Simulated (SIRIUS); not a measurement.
A self-consistent single point of TiSi2 (Cmcm, 12 atoms in the cell; from Materials Project mp-1077503, changed as shown).

```xyz
12
Lattice="3.4596 0.0000 0.0000 0.0000 13.2482 0.0000 0.0000 0.0000 3.4939" Properties=species:S:1:pos:R:3 pbc="T T T"
Ti     1.7298     7.9902     2.6204
Ti     0.0000    11.8820     0.8735
Ti     0.0000     1.3662     2.6204
Ti     1.7298     5.2579     0.8735
Si     1.7298    12.4765     2.6204
Si     0.0000     7.3958     0.8735
Si     0.0000     9.9402     2.6204
Si     1.7298     9.9320     0.8735
Si     0.0000     5.8524     2.6204
Si     1.7298     0.7717     0.8735
Si     1.7298     3.3162     2.6204
Si     0.0000     3.3079     0.8735
```

Computed with PBE, GBRV PBE ultrasoft pseudopotentials (plane waves; SIRIUS).

SIRIUS settings:

| key | value |
|---|---|
| parameters.ngridk | 6 2 6 |
| parameters.xc_functionals | [XC_GGA_X_PBE, XC_GGA_C_PBE] |
| parameters.gk_cutoff | 6.325 1/bohr |
| parameters.pw_cutoff | 14.143 1/bohr |
| parameters.smearing | fermi_dirac |
| parameters.smearing_width | 0.00183747 Ha |
| potentials | GBRV PBE ultrasoft pseudopotentials |
| parameters.electronic_structure_method | pseudopotential |
| parameters.num_bands | 48 |
| parameters.num_mag_dims | 0 |
| parameters.num_dft_iter | 100 |
| parameters.energy_tol | 1e-07 Ha |
| parameters.density_tol | 1e-06 |
| mixer.type | anderson |
| mixer.beta | 0.7 |
| mixer.use_hartree | true |

Results:

- Number of valence electrons = 80
- Number of bands = 48
- Number of k-points after the program's reduction = 32
- Number of plane waves (most at a k-point) = 4658
- Number of SCF iterations = 22
- FFT grid = 32 × 120 × 32
- Free energy E − TS = -7540.8788 eV
- Fermi level (on the code's own zero) = 13.88 eV
- Pressure = 11.82 GPa
- Largest force (vector length) = 0.450 eV/Å

Forces (eV/Å):
| atom | Fx | Fy | Fz |
|---|---|---|---|
| Ti1 | 0.000 | -0.241 | 0.000 |
| Ti2 | 0.000 | 0.241 | 0.000 |
| Ti3 | 0.000 | -0.241 | 0.000 |
| Ti4 | 0.000 | 0.241 | 0.000 |
| Si5 | 0.000 | -0.450 | 0.000 |
| Si6 | 0.000 | 0.450 | 0.000 |
| Si7 | 0.000 | 0.039 | 0.000 |
| Si8 | 0.000 | -0.039 | 0.000 |
| Si9 | 0.000 | -0.450 | 0.000 |
| Si10 | 0.000 | 0.450 | 0.000 |
| Si11 | 0.000 | 0.039 | 0.000 |
| Si12 | 0.000 | -0.039 | 0.000 |

Stress (GPa, positive for compression):
```
12.00   0.00   0.00
 0.00  10.20   0.00
 0.00   0.00  13.26
```

For comparison: a first run was changed to give this one (lattice scaled by 0.98), and from it to this one the free energy goes up by 34.1 meV/atom, the pressure goes from 1.80 to 11.82 GPa and the largest force goes from 0.213 to 0.450 eV/Å.

The structure comes from a collection of computed structures, made at another level of theory; the collection holds predicted forms beside known ones. No clean gap shows at this smearing width and mesh (spacing up to 0.30 Å⁻¹); the mesh is coarse for partly filled bands, so the values carry mesh errors.

Cost on one core: very roughly 5 core-minutes.
